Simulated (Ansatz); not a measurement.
Task: Each is relaxed and computed with PBEsol in the plane-wave PAW code Ansatz. Which is the only one with a gap?
(A) Sr2TaNO3, I4mm (Pearson symbol tI14)
(B) TaC, zinc blende
(C) TaGe2, P6/mmm (Ta on 1a, Ge on 2d)
(D) TaAlB, Cmcm (Al on 4c, B on 4c, Ta on 4c)

Result: A, Sr2TaNO3, I4mm (Pearson symbol tI14). Sr2TaNO3: gap 1.29 eV (indirect); TaC: metal; TaAlB: metal; TaGe2: metal. Constructed cells (a structure type filled with these elements, in neither database checked): TaGe2, P6/mmm (Ta on 1a, Ge on 2d). Typed or built starts, not in the databases checked: Sr2TaNO3, I4mm (Pearson symbol tI14); TaC, zinc blende; TaAlB, Cmcm (Al on 4c, B on 4c, Ta on 4c). Not the usual ambient phase: TaC, zinc blende. Unstable at this level: TaGe2, P6/mmm (Ta on 1a, Ge on 2d). All cells were relaxed under the symmetry of their starts (and spin orders); stability against distortions was not tested throughout. Named crystals with no word on spin ran without spin polarisation. Scalar-relativistic: spin–orbit coupling is off unless named, which matters more the heavier the elements.

Potentials: the earlier of the program's two PAW sets. The files were generated under PBE; for other functionals the program regenerates the frozen cores, and for LDA and PBEsol the local potential too.
